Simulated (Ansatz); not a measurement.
**BN (F-43m): energy against volume by PBE and RPA**

```cif
data_structure
_symmetry_space_group_name_H-M 'P 1'
_symmetry_Int_Tables_number 1
_cell_length_a 2.5569
_cell_length_b 2.5569
_cell_length_c 2.5569
_cell_angle_alpha 60.000
_cell_angle_beta 60.000
_cell_angle_gamma 60.000
_cell_volume 11.82
loop_
_atom_site_label
_atom_site_type_symbol
_atom_site_fract_x
_atom_site_fract_y
_atom_site_fract_z
_atom_site_occupancy
B1 B 0.00000 0.00000 0.00000 1
N1 N 0.25000 0.25000 0.25000 1
```

RPA total energy on PBE orbitals, hard PAW set made for 700 eV (Ansatz); 4×4×4 mesh, wave cutoff 700 eV, correlation extrapolated to infinite response cutoff from cutoffs up to 280 eV, 8 electrons, all correlated, long-wavelength term: neglected.

A Birch-Murnaghan fit gives PBE: V0 = 5.96 Å³ an atom (lattice constants +0.3 % against the given cell), B0 = 371 GPa.

(1) What does RPA on these orbitals give?

Answers

(1) RPA: V0 = 5.90 Å³ an atom (lattice constants 0.0 % against the given cell), B0 = 389 GPa. The RPA points scatter about the fit by some 0.4 meV, so its minimum and above all its modulus are rough. The points for the whole cell, counted from the given cell:

```tsv
V/V_given	V (Å³)	PBE (meV)	Hartree-Fock expression on these orbitals (meV)	RPA (meV)
0.92	10.87	123	49	102
0.96	11.35	34	-4	23
1.00	11.82	0	0	0
1.04	12.29	11	52	22
1.08	12.77	60	145	83
```

This ran on a trial build of the method. The mesh is coarse, so these are values at the stated settings, not converged ones.
